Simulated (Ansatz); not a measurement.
CaF2 (fluorite)

```yaml
crystal:
  lattice:
    - [0.00000, 2.71018, 2.71018]
    - [2.71018, 0.00000, 2.71018]
    - [2.71018, 2.71018, 0.00000]
  atoms:
    - { symbol: Ca, position: [0.00000, 0.00000, 0.00000] }
    - { symbol: F, position: [0.25000, 0.25000, 0.25000] }
    - { symbol: F, position: [0.75000, 0.75000, 0.75000] }
```

The slice is a {110} plane (indices of the conventional cell) through the point (0.000, 0.000, 0.000) (fractional), spanned by u = [100] and v = [1 -1 -1] in vectors of this cell: u (3.83 Å) and v (5.42 Å, at 90° to u). It covers one period; positions are fractions (u, v).

These are PBEsol (plane waves to 420 eV, PAW, scalar-relativistic; Ansatz, a quantum-chemistry and plane-wave program) values and carry that method's errors. k mesh 11×11×11. Inside the PAW spheres the values are not all-electron values, and peaks at nuclei hang on which shells count as valence. CaF2 was relaxed with its symmetry unable to fall. The PAW data are Ansatz's earlier set.

Task: What is the valence density on the shortest Ca–F line in this plane (2.35 Å), at its midpoint?

Result: 0.24 e/Å³.

Task: What is the ELF at the midpoint of the shortest Ca–F line in this plane (2.35 Å)?

Result: 0.1.

Task: Predict the map of the electrostatic potential energy of an electron, from the cell's mean on the slice.

Result: 
| v \ u | 0.00 | 0.10 | 0.20 | 0.30 | 0.40 | 0.50 | 0.60 | 0.70 | 0.80 | 0.90 |
|---|---|---|---|---|---|---|---|---|---|---|
| 0.93 | x | x | x | 1.8 | 5.8 | x | 5.9 | 1.8 | x | x |
| 0.86 | x | x | <-1.0 | x | x | x | x | x | <-1.0 | x |
| 0.79 | 0.2 | 1.5 | 4.5 | x | x | x | x | x | 4.3 | 1.6 |
| 0.71 | 5.3 | 5.6 | 7.0 | x | x | x | x | x | 6.7 | 5.8 |
| 0.64 | 7.0 | 7.2 | 7.6 | x | x | x | x | x | 7.6 | 7.2 |
| 0.57 | 7.4 | 7.5 | 7.5 | 7.5 | 7.1 | x | 6.9 | 7.5 | 7.5 | 7.5 |
| 0.50 | 7.5 | 7.5 | 7.4 | 7.3 | 7.3 | 7.2 | 7.3 | 7.3 | 7.4 | 7.5 |
| 0.43 | 7.4 | 7.5 | 7.5 | 7.5 | 6.9 | x | 7.1 | 7.5 | 7.5 | 7.5 |
| 0.36 | 7.0 | 7.2 | 7.6 | x | x | x | x | x | 7.6 | 7.2 |
| 0.29 | 5.3 | 5.8 | 6.7 | x | x | x | x | x | 7.0 | 5.6 |
| 0.21 | 0.2 | 1.6 | 4.3 | x | x | x | x | x | 4.5 | 1.5 |
| 0.14 | x | x | <-1.0 | x | x | x | x | x | <-1.0 | x |
| 0.07 | x | x | x | 1.8 | 5.9 | x | 5.8 | 1.8 | x | x |
| 0.00 | x | x | x | 0.4 | 5.8 | 7.2 | 5.8 | 0.4 | x | x |

Values: electrostatic potential energy of an electron, from the cell's mean, in eV. Points within 1 Å of a nucleus are blanked (x), as the pseudised field means little there. Values under -1 eV are set to -1. The zero, the cell's mean, hangs on the PAW cores.
